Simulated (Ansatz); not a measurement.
LaN:
```xyz
4
Lattice="4.1566 0.0000 0.0000 -2.0783 3.5998 0.0000 0.0000 0.0000 5.8587" Properties=species:S:1:pos:R:3 pbc="T T T"
La     0.0000     2.3998     5.8277
La     2.0783     1.1999     2.8983
N      0.0000     2.3998     2.4331
N      2.0783     1.1999     5.3624
```

Relaxed with r²SCAN. Special points in fractions of this cell's reciprocal vectors: Γ (0.000, 0.000, 0.000); M (0.500, 0.000, 0.000); K (0.333, 0.333, 0.000); A (0.000, 0.000, 0.500); L (0.500, 0.000, 0.500); H (0.333, 0.333, 0.500).

**Question.** List the band energies nearest the valence-band maximum at these points for r²SCAN (plane waves, PAW; program Ansatz).

**Answer.** In eV from the valence-band maximum; about four levels below and three above (degenerate sets whole), none deeper than 8.9 eV; points with the same levels are listed once.

```tsv
k	below	above
Γ	-1.80 -1.80 -1.50 -0.46	1.44 3.09 3.09
M	-1.41 -0.85 -0.75 -0.35	1.89 2.61 3.06
K	-1.52 -1.52 -1.12 -1.12 0.00	1.75 2.36 3.50 3.50
A	-2.22 -2.22 -2.22 -2.22 -1.97 -1.97	2.63 2.63 3.78 3.78 3.78 3.78
L	-1.24 -1.24 -0.90 -0.90	2.68 2.68 3.78 3.78
H	-1.48 -1.48 -0.78 -0.78	2.20 2.20 3.77 3.77
```

Space group P6_3mc. The first step of the workflow began from a Materials Project structure, measured or hypothetical; the Crystallography Open Database copy checked does not list it. COD files the formula under space group No. 225. Its standing as an ambient phase is unchecked. Symmetry was held in the r²SCAN relaxation; whether a distortion lowers the energy is not shown. Spin–orbit coupling is left out wherever it is not named.

Potentials: the later of the program's two PAW sets.
